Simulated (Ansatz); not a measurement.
Structure: SiC3 as one 4-atom ordering (R3m) on the diamond lattice, at its r2SCAN minimum. It is trigonal, R3m (No. 160); a = 2.831 Å, c = 14.010 Å in the conventional setting, 8.10 Å³ an atom. Around C lie 3 C at 1.72 Å and 1 Si at 1.89 Å; around C lie 1 C at 1.54 Å and 3 Si at 1.79 Å; around C lie 4 C at 1.54–1.72 Å; around Si lie 4 C at 1.79–1.89 Å.

3 runs of Ansatz 0.2.0 on this cell differ in the functional (and in the settings that go with it). Levels are in eV from each run's valence top; v1 is the last filled band, c1 the first empty one.

Run A, mean stress -3.3 GPa (compression positive):

| point | v5 | v3 | v1 | c1 | c2 | c3 |
| --- | --- | --- | --- | --- | --- | --- |
| Γ | -3.04 | -1.07 | 0.00 | 5.07 | 6.02 | 6.02 |
| T | -5.44 | -2.93 | -0.38 | 5.18 | 6.67 | 6.67 |
| H₂ | -9.82 | -6.76 | -3.68 | 4.47 | 5.54 | 9.50 |
| L | -8.87 | -5.53 | -2.69 | 4.31 | 5.23 | 7.53 |

Run B, mean stress 0.0 GPa (compression positive):

| point | v5 | v3 | v1 | c1 | c2 | c3 |
| --- | --- | --- | --- | --- | --- | --- |
| Γ | -2.93 | -1.00 | 0.00 | 4.04 | 5.07 | 5.07 |
| T | -5.21 | -2.84 | -0.37 | 4.13 | 5.69 | 5.69 |
| H₂ | -9.33 | -6.45 | -3.53 | 3.77 | 4.83 | 8.66 |
| L | -8.43 | -5.27 | -2.57 | 3.52 | 4.53 | 6.82 |

Run C, mean stress -3.5 GPa (compression positive):

| point | v5 | v3 | v1 | c1 | c2 | c3 |
| --- | --- | --- | --- | --- | --- | --- |
| Γ | -3.05 | -1.07 | 0.00 | 5.82 | 6.76 | 6.76 |
| T | -5.49 | -2.94 | -0.39 | 5.93 | 7.43 | 7.43 |
| H₂ | -9.88 | -6.81 | -3.70 | 5.21 | 6.29 | 10.27 |
| L | -8.93 | -5.57 | -2.71 | 5.05 | 5.97 | 8.29 |

Problem. Match the runs to r2SCAN, HSE06, PBE0.

Solution. A is HSE06, B is r2SCAN, C is PBE0. In order of the gap: r2SCAN 1.84, HSE06 2.49, PBE0 3.22 eV. The stress vanishes for r2SCAN, which relaxed the cell.

No spin polarisation and no zero-point or thermal motion; the cell was built from a prototype and may be hypothetical.

The stress of a hybrid is loosely converged in these runs.
